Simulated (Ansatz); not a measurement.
Here is the system:

ZnO in space group Pm-3n (No. 223; Zn on 6c, O on 6d), a = 5.5798 Å, b = 5.5798 Å, c = 5.5798 Å, α = 90.00°, β = 90.00°, γ = 90.00°.

This is the r²SCAN-relaxed structure.

All from r²SCAN (plane waves, PAW; program Ansatz), unless another level is named. Predict the electron effective mass.

0.25 mₑ (isotropic).

Give the formation energy from the elements (no fitted shifts).

-1.51 eV/atom.

Next, the hole effective mass, band 1 of 3 at the edge?

4.2 along [100], 4.2 along [110], 1.6 along [111] (mₑ).

Next, the band gap?

1.38 eV (direct).

Predict the weight of the conduction-edge state by species (Voronoi cells).

Zn 55 %, O 45 %.

The start of the workflow was typed in or built on a structure type; neither database checked (COD, Materials Project) lists it. It is not the phase usual at ambient conditions (space group No. 186). The r²SCAN relaxation kept the symmetry of its start; its stability against distortions is not shown here. The references are the lowest solids computed at this level, not always the standard phases (solids in place of the gases).

Potentials: the earlier of the program's two PAW sets.
